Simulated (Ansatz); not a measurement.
One relaxed cell of BaHCl at several levels

A database entry relaxed whole under r2SCAN at zero pressure (P4/nmm, No. 129):

```
CELL_PARAMETERS angstrom
4.40331 0.00000 0.00000
0.00000 4.40331 0.00000
0.00000 0.00000 7.22389
ATOMIC_POSITIONS crystal
Ba 0.00000 0.50000 0.20747
Ba 0.50000 0.00000 0.79253
H 0.00000 0.00000 0.00000
H 0.50000 0.50000 0.00000
Cl 0.00000 0.50000 0.65432
Cl 0.50000 0.00000 0.34568
```

Its volume is 23.34 Å³ an atom, +0.1 % against the entry's 23.32, which is old or was flagged in a check.

Single points on this cell with plane-wave PAW DFT (Ansatz 0.2.0; r2SCAN 500 eV, hybrids 420 eV; fermi-dirac occupations of width 0.020 eV; no moments): r2SCAN on a 6×6×4 Γ-centred mesh; r2SCAN with spin-orbit coupling on a 6×6×4 Γ-centred mesh; HSE06 on a 6×6×4 Γ-centred mesh; PBE0 on a 6×6×4 Γ-centred mesh.

Problem. How do gap, pressure and charges move from level to level?

Solution. The runs give:

```json
{"level": "r2SCAN", "gap (eV), or kind": "3.78", "pressure (GPa)": "0.0", "Bader charge of Ba (e)": "+1.53", "Bader charge of H (e)": "-0.70", "Bader charge of Cl (e)": "-0.83"}
{"level": "r2SCAN with spin-orbit coupling", "gap (eV), or kind": "3.78", "pressure (GPa)": "0.0", "Bader charge of Ba (e)": "+1.53", "Bader charge of H (e)": "-0.70", "Bader charge of Cl (e)": "-0.83"}
{"level": "HSE06", "gap (eV), or kind": "4.51", "pressure (GPa)": "0.1", "Bader charge of Ba (e)": "+1.53", "Bader charge of H (e)": "-0.70", "Bader charge of Cl (e)": "-0.83"}
{"level": "PBE0", "gap (eV), or kind": "5.24", "pressure (GPa)": "0.0", "Bader charge of Ba (e)": "+1.53", "Bader charge of H (e)": "-0.70", "Bader charge of Cl (e)": "-0.83"}
```

Under r2SCAN the gap is 3.78 eV, over mesh and band path. HSE06 moves it by +0.73 eV and PBE0 by +1.46 eV; PBE0 keeps its exact exchange at long range, which widens the gap over HSE06's by 0.73 eV on their common mesh. Spin-orbit coupling moves the r2SCAN gap by +0.00 eV.

Caveats: the relaxation kept the start's symmetry; HSE06 is read on its mesh and at the zone's corners, PBE0 on its mesh alone; hybrid pressures are good to a few tenths of a GPa; pressure is positive in compression.
